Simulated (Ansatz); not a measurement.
Ansatz (an electronic-structure program) input:

Ansatz 0.2 input:
```yaml
crystal:
  lattice:
    - [0.0, 2.6157912129, 2.6157912129]
    - [2.6157912129, 0.0, 2.6157912129]
    - [2.6157912129, 2.6157912129, 0.0]
  atoms:
    - { symbol: Cu, position: [0.0, 0.0, 0.0] }
    - { symbol: Cu, position: [0.25, 0.25, 0.25] }
kpoints:
  mp_grid: { grid: [14, 14, 14] }
hamiltonian:
  xc: pbesol
  pseudopotentials: { kind: paw }
scf:
  occupations: { method: fermi_dirac, width: 0.1 }
phonons:
  method: dfpt
  response_accuracy: low
  eigenvectors: true
  rigid_motions: translations
```

Output (shortened):

```
Pseudopotential: Cu, paw, valence charge 19
Functional definition: PBEsol
Crystal: 2 atoms, lattice volume = 35.796 Å³
Basis set: ecut = 420 eV, 725 PW (Γ), exchange–correlation on 64×64×64 points (8 copies of the dense FFT grid, shifted against one another)
Bands: 23, of which v1, the nominal top of the filled ones, is band 19 counted from 1 (18 counted from 0)
Symmetry: 48 space group operations
k-points: 244 of 2744 (irreducible under 8 space group operations, time reversal used)
SCF iter   1: F=—  HF=-13175.165210 eV  |F-HF|=—  |Δ(HF+E_count)|=         —  Δρ=1.44e-2  dr2=3.80e-2  ethr=1.77e-3  ⟨swp⟩=5.5  Hψ=21167  notcnv=0
preconditioner: auto → Kerker (q_TF=auto, 2.756 Å⁻¹)
SCF iter   2: F=—  HF=-13175.163876 eV  |F-HF|=—  |Δ(HF+E_count)|=   1.33e-3  Δρ=1.01e-2  dr2=1.96e-2  ethr=9.99e-5  ⟨swp⟩=2.6  Hψ=12303  notcnv=0
SCF iter   3: F=—  HF=-13175.157135 eV  |F-HF|=—  |Δ(HF+E_count)|=   6.74e-3  Δρ=1.36e-3  dr2=3.04e-4  ethr=5.17e-5  ⟨swp⟩=2.0  Hψ=9113  notcnv=0
SCF iter   4: F=—  HF=-13175.157070 eV  |F-HF|=—  |Δ(HF+E_count)|=   6.56e-5  Δρ=1.65e-4  dr2=5.15e-6  ethr=8.01e-7  ⟨swp⟩=2.3  Hψ=7452  notcnv=0
SCF iter   5: F=—  HF=-13175.157084 eV  |F-HF|=—  |Δ(HF+E_count)|=   1.47e-5  Δρ=1.83e-4  dr2=7.03e-6  ethr=1.36e-8  ⟨swp⟩=2.0  Hψ=8305  notcnv=0
SCF iter   6: F=—  HF=-13175.157087 eV  |F-HF|=—  |Δ(HF+E_count)|=   2.71e-6  Δρ=3.03e-5  dr2=1.37e-7  ethr=1.36e-8  ⟨swp⟩=2.0  Hψ=8279  notcnv=0
SCF iter   7: F=—  HF=-13175.157088 eV  |F-HF|=—  |Δ(HF+E_count)|=   9.47e-7  Δρ=7.90e-6  dr2=1.67e-8  ethr=3.60e-10  ⟨swp⟩=2.2  Hψ=7888  notcnv=0
SCF iter   8: F=—  HF=-13175.157088 eV  |F-HF|=—  |Δ(HF+E_count)|=   1.17e-8  Δρ=3.57e-6  dr2=4.42e-9  ethr=4.38e-11  ⟨swp⟩=2.0  Hψ=6949  notcnv=0
SCF iter  10: F=-13175.157088 eV  HF=-13175.157088 eV  |F-HF|=0.00e0  |Δ(HF+E_count)|=  3.64e-12  Δρ=3.98e-8  dr2=3.47e-13  ethr=1.00e-12  ⟨swp⟩=5.0  Hψ=22952  notcnv=0
SCF 1 converged in 10 iterations: F = -13175.157088 eV  dr2 = 3.47e-13
DFPT response loops at Γ: preconditioner auto → Kerker (q_TF=auto, 2.756 Å⁻¹) (partly filled bands, converged f_vac=0.116) …
SCF converged after 10 iterations
Free energy (F): -13175.157088 eV
Harris-Foulkes:  -13175.157088 eV  (|F-HF|=0.00e0)
Internal energy: -13175.131457 eV  (E = F + TS)
E sigma→0 (E₀):  -13175.144273 eV
Entropy (-TS):   -0.025631 eV (-12.815 meV/atom)
Fermi energy:    9.183748 eV
--- Per-component energies (eV) ---
  E_band       = -985.447227
  E_kinetic    = 599.976586
  E_local      = -10320.771287  (includes V_loc(G=0)·N_el)
  E_nonlocal   = 790.675717
  E_hartree    = 4541.140194
  E_xc         = -174.616193
  E_vxc        = -226.209660  (∫ρ·V_xc dr)
  E_paw        = -3259.449995  (= ΣΔE_a)
  E_vpaw       = -911.399432  (= ΣTr[D̂ρ^β])
  E_aug_tail   = 0.000466  (compensation charges beyond the density's cutoff)
  E_ewald      = -5352.499351
  E_core_change = 0.412404  (= ΣΔE_core)
  E_smearing   = -0.025631  (= −TS)
  E_closure    = 0.000000  (closes the sum)
  Σ components = -13175.157088   (vs F -13175.157088, Δ=0.00e0)
  [band-id]    e_kinetic+e_local+e_nonlocal+2·e_hartree+e_vxc+e_vpaw+e_augmentation_tail = -985.447220   (vs E_band -985.447227, Δ=6.27e-6)
--- Band table (eV; the first three rows and the last of 244) ---
  k-point 0: bands = ["-102.6623", "-102.6135", "-60.2342", "-60.2342", "-60.2342", "-60.1178", "-60.1178", "-60.1178", "2.5025", "6.0174", "6.0174", "6.0174", "6.0406", "6.0406", "7.2252", "7.2252", "7.2252", "7.9614", "7.9614", "19.3591", "19.3591", "19.3591", "20.2132"]
  k-point 1: bands = ["-102.6618", "-102.6139", "-60.2347", "-60.2347", "-60.2338", "-60.1182", "-60.1173", "-60.1173", "2.5869", "5.9550", "5.9550", "6.0196", "6.1178", "6.1178", "7.2047", "7.2220", "7.2220", "7.9616", "7.9616", "17.8687", "18.8856", "18.8856", "20.7383"]
  k-point 2: bands = ["-102.6605", "-102.6152", "-60.2362", "-60.2362", "-60.2327", "-60.1194", "-60.1158", "-60.1158", "2.8369", "5.9066", "5.9066", "6.0277", "6.2035", "6.2035", "7.1478", "7.2192", "7.2192", "7.9606", "7.9606", "15.9186", "18.2276", "18.2276", "20.7658"]
  k-point 243: bands = ["-102.6378", "-102.6378", "-60.2549", "-60.2549", "-60.1765", "-60.1765", "-60.0976", "-60.0976", "5.6784", "5.6784", "6.0996", "6.0996", "6.6186", "6.6186", "6.9032", "6.9032", "8.0798", "8.0798", "9.7907", "9.7907", "11.3932", "11.3932", "21.0295"]
--- Phonons (Γ-DFPT): 1 representative perturbation + reference, on 244 of 2744 k-points (Σ response iterations 3) ---
  ASR residual: 4.325e-6 → 0.000e0 eV/Å²; symmetrization residual: 1.591e-12 eV/Å²
  ASR residual per site (eV/Å²): 4.33e-6 4.33e-6
  Γ frequencies (cm⁻¹): 0.00 0.00 0.00 253.81 253.81 253.81
  non-analytic LO–TO correction: not included (Born effective charges unavailable; polar crystals: no LO–TO splitting at Γ)
```

Cost: about 30 core-seconds (a rough figure) on shared cores.

Space group Fd-3m (diamond). The start of the workflow was typed in or built on a structure type; neither database checked (COD, Materials Project) lists it. It is not the phase usual at ambient conditions (space group No. 225). The PBEsol relaxation kept the symmetry of its start. At this level the phase is mechanically unstable. The run is not spin-polarised. As this level gives no gap, phonon frequencies hold no LO–TO term and depend on the k-mesh and smearing (Fermi–Dirac, 0.1 eV here).

Potentials: the later of the program's two PAW sets.

Ansatz is a plane-wave DFT program.
